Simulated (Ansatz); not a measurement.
Method: DFT, PBEsol, plane waves (420 eV) with PAW, scalar-relativistic in Ansatz 0.2.0. (PAW data from PBE, frozen cores regenerated.)

An element in the simple cubic structure gives this curve. The cell is scaled uniformly from the relaxed one, with fractional coordinates and shape fixed. Energies are extrapolated to zero smearing, pressures are those at the given smearing. Magnetic state: spin not included.

```csv
V (Å³/atom),E − E₀ (meV/atom),P (GPa)
21.869,43.5,5.63
22.863,17.2,3.43
23.858,3.4,1.55
24.852,0.1,-0.04
25.846,5.8,-1.40
26.840,19.2,-2.57
27.834,39.1,-3.57
```

**Question.** Which element is it?
A. magnesium
B. selenium
C. tin
D. scandium

**Answer.** D. Its fit is V₀ = 24.69 Å³/atom, B₀ = 37 GPa, B₀′ = 3.0.
